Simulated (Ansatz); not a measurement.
Input:

GePt₂:
```
CELL_PARAMETERS angstrom
      6.70685     0.00000     0.00000
     -3.35343     5.80830     0.00000
      0.00000     0.00000     3.57396
ATOMIC_POSITIONS crystal
  Ge 0.66667 0.33333 0.00000
  Ge 0.33333 0.66667 0.00000
  Ge 0.00000 0.00000 0.50000
  Pt 0.61985 0.00000 0.50000
  Pt 0.38015 0.38015 0.50000
  Pt 0.00000 0.61985 0.50000
  Pt 0.00000 0.28078 0.00000
  Pt 0.28078 0.00000 0.00000
  Pt 0.71922 0.71922 0.00000
```

This is the r²SCAN-relaxed structure.

Problem. All from r²SCAN (plane waves, PAW; program Ansatz), unless another level is named. Predict the electronic character.

Solution. metallic (no gap).

Problem. Predict the formation energy from the elements (no fitted shifts).

Solution. -0.36 eV/atom.

Problem. What about the density of states at the Fermi level?

Solution. 0.20 states/eV per atom (mean over ±0.08 eV).

Space group P-62m. The first step of the workflow began from a Materials Project structure, measured or hypothetical; the Crystallography Open Database copy checked does not list it. Whether it is the stable phase at ambient conditions was not checked. The cell was relaxed with r²SCAN under the symmetry of its start; its stability against distortions is not shown here. No spin polarisation was allowed. The references are the lowest solids computed at this level, not always the standard phases. Spin–orbit coupling is left out wherever it is not named.

Potentials: the later of the program's two PAW sets.
